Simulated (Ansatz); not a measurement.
Input file for Ansatz (a quantum-chemistry and plane-wave program):

Ansatz 0.2 input:
```yaml
crystal:
  lattice:
    - [0.0, 2.8444887111, 2.8444887111]
    - [2.8444887111, 0.0, 2.8444887111]
    - [2.8444887111, 2.8444887111, 0.0]
  atoms:
    - { symbol: Se, position: [0.0, 0.0, 0.0] }
    - { symbol: Y, position: [0.5, 0.5, 0.5] }
kpoints:
  mp_grid: { grid: [12, 12, 12] }
hamiltonian:
  xc: pbesol
  pseudopotentials: { kind: paw }
scf:
  occupations: { method: fermi_dirac, width: 0.1 }
phonons:
  method: dfpt
  response_accuracy: low
  eigenvectors: true
  rigid_motions: translations
```

Output (shortened):

```
Pseudopotential: Se, paw, valence charge 16
Pseudopotential: Y, paw, valence charge 11
Functional definition: PBEsol
Crystal: 2 atoms, lattice volume = 46.030 Å³
Basis set: ecut = 420 eV, 893 PW (Γ), exchange–correlation on 54×54×54 points (8 copies of the dense FFT grid, shifted against one another)
Bands: 18, of which v1, the nominal top of the filled ones, is band 14 counted from 1 (13 counted from 0)
Symmetry: 48 space group operations
k-points: 163 of 1728 (irreducible under 8 space group operations, time reversal used)
SCF iter   1: F=—  HF=-9223.020213 eV  |F-HF|=—  |Δ(HF+E_count)|=         —  Δρ=2.29e-3  dr2=2.41e-3  ethr=1.77e-3  ⟨swp⟩=5.9  Hψ=31015  notcnv=0
automatic band count: the SCF goes on with 22 bands, as 18 were too few: the levels above may hold too much charge
preconditioner: auto → Kerker (q_TF=auto, 2.496 Å⁻¹)
SCF iter   2: F=—  HF=-9223.018779 eV  |F-HF|=—  |Δ(HF+E_count)|=   1.43e-3  Δρ=1.44e-3  dr2=1.07e-3  ethr=8.93e-6  ⟨swp⟩=2.1  Hψ=6808  notcnv=0
SCF iter   3: F=—  HF=-9223.018573 eV  |F-HF|=—  |Δ(HF+E_count)|=   2.06e-4  Δρ=4.32e-4  dr2=9.98e-5  ethr=3.95e-6  ⟨swp⟩=2.0  Hψ=3722  notcnv=0
SCF iter   4: F=—  HF=-9223.018558 eV  |F-HF|=—  |Δ(HF+E_count)|=   1.52e-5  Δρ=1.05e-4  dr2=3.94e-6  ethr=3.70e-7  ⟨swp⟩=2.0  Hψ=4026  notcnv=0
SCF iter   5: F=—  HF=-9223.018558 eV  |F-HF|=—  |Δ(HF+E_count)|=   1.75e-7  Δρ=2.09e-5  dr2=2.11e-7  ethr=1.46e-8  ⟨swp⟩=2.2  Hψ=4208  notcnv=0
SCF iter   6: F=—  HF=-9223.018558 eV  |F-HF|=—  |Δ(HF+E_count)|=   4.63e-7  Δρ=5.03e-6  dr2=1.50e-8  ethr=7.83e-10  ⟨swp⟩=2.2  Hψ=5448  notcnv=0
SCF iter   7: F=—  HF=-9223.018558 eV  |F-HF|=—  |Δ(HF+E_count)|=   5.06e-9  Δρ=1.28e-6  dr2=8.74e-10  ethr=5.55e-11  ⟨swp⟩=2.0  Hψ=5556  notcnv=0
SCF iter   8: F=—  HF=-9223.018558 eV  |F-HF|=—  |Δ(HF+E_count)|=  1.35e-10  Δρ=2.58e-7  dr2=2.32e-11  ethr=3.24e-12  ⟨swp⟩=2.0  Hψ=5594  notcnv=0
SCF iter   9: F=-9223.018558 eV  HF=-9223.018558 eV  |F-HF|=1.82e-12  |Δ(HF+E_count)|=  1.27e-11  Δρ=2.91e-8  dr2=2.59e-13  ethr=1.00e-12  ⟨swp⟩=7.6  Hψ=13646  notcnv=0
SCF 1 converged in 9 iterations: F = -9223.018558 eV  dr2 = 2.59e-13
DFPT response loops at Γ: preconditioner auto → Kerker (q_TF=auto, 2.496 Å⁻¹) (partly filled bands, converged f_vac=0.000) …
SCF converged after 9 iterations
Free energy (F): -9223.018558 eV
Harris-Foulkes:  -9223.018558 eV  (|F-HF|=1.82e-12)
Internal energy: -9222.989657 eV  (E = F + TS)
E sigma→0 (E₀):  -9223.004108 eV
Entropy (-TS):   -0.028901 eV (-14.451 meV/atom)
Fermi energy:    13.015802 eV
--- Per-component energies (eV) ---
  E_band       = -426.614533
  E_kinetic    = 428.307737
  E_local      = -2860.659994  (includes V_loc(G=0)·N_el)
  E_nonlocal   = -541.737562
  E_hartree    = 1341.915539
  E_xc         = -277.878743
  E_vxc        = -300.110886  (∫ρ·V_xc dr)
  E_paw        = -4641.100753  (= ΣΔE_a)
  E_vpaw       = 163.755631  (= ΣTr[D̂ρ^β])
  E_aug_tail   = -0.000557  (compensation charges beyond the density's cutoff)
  E_ewald      = -2672.992547
  E_core_change = 1.157223  (= ΣΔE_core)
  E_smearing   = -0.028901  (= −TS)
  E_closure    =  0.000000  (closes the sum)
  Σ components = -9223.018558   (vs F -9223.018558, Δ=0.00e0)
  [band-id]    e_kinetic+e_local+e_nonlocal+2·e_hartree+e_vxc+e_vpaw+e_augmentation_tail = -426.614552   (vs E_band -426.614533, Δ=-1.97e-5)
--- Band table (eV; the first three rows and the last of 163) ---
  k-point 0: bands = ["-36.0335", "-36.0335", "-36.0212", "-36.0212", "-36.0212", "-30.4258", "-10.4258", "-10.4258", "-10.4258", "-2.2133", "10.0396", "10.0396", "10.0396", "12.7878", "12.7878", "12.7878", "13.5997", "13.5997", "13.8545", "19.1693", "25.3436", "25.3436"]
  k-point 1: bands = ["-36.0335", "-36.0335", "-36.0212", "-36.0212", "-36.0212", "-30.4246", "-10.4488", "-10.4270", "-10.4270", "-2.1446", "9.5515", "9.8088", "9.8088", "12.8843", "12.9248", "12.9248", "13.9387", "13.9387", "14.3201", "19.4665", "24.3215", "24.8102"]
  k-point 2: bands = ["-36.0335", "-36.0335", "-36.0212", "-36.0212", "-36.0212", "-30.4212", "-10.5106", "-10.4304", "-10.4304", "-1.9527", "8.5877", "9.3215", "9.3215", "13.0086", "13.2697", "13.2697", "14.8027", "14.8027", "15.3972", "20.1814", "22.9793", "23.5818"]
  k-point 162: bands = ["-36.0341", "-36.0335", "-36.0211", "-36.0211", "-36.0208", "-30.4000", "-10.5847", "-10.5847", "-10.5375", "-1.3690", "7.8189", "7.9360", "7.9360", "13.8679", "13.8679", "15.3943", "16.0467", "16.3204", "20.3872", "20.4377", "20.8757", "20.8757"]
--- Phonons (Γ-DFPT): 2 representative perturbations + reference, on 163 of 1728 k-points (Σ response iterations 4) ---
  ASR residual: 7.645e-4 → 0.000e0 eV/Å²; symmetrization residual: 5.381e-5 eV/Å²
  ASR residual per site (eV/Å²): 4.40e-4 7.64e-4
  Γ frequencies (cm⁻¹): 0.00 0.00 0.00 212.42 212.42 212.42
  non-analytic LO–TO correction: not included (Born effective charges unavailable; polar crystals: no LO–TO splitting at Γ)
```

Cost: about 50 core-seconds (a rough figure) on shared cores.

Space group Fm-3m (rock salt). The workflow started from an entry of the Crystallography Open Database (COD). Its standing as an ambient phase is unchecked. Symmetry was held in the PBEsol relaxation; of distortions, only those at the zone centre were tested. The run is not spin-polarised. With an odd number of electrons in the cell and no spin polarisation, the count alone makes it a metal. As this level gives no gap, phonon frequencies hold no LO–TO term and depend on the k-mesh and smearing (Fermi–Dirac, 0.1 eV here). Scalar-relativistic: spin–orbit coupling is off unless named, which matters more the heavier the elements.

Potentials: the later of the program's two PAW sets.

Ansatz is a plane-wave DFT program.
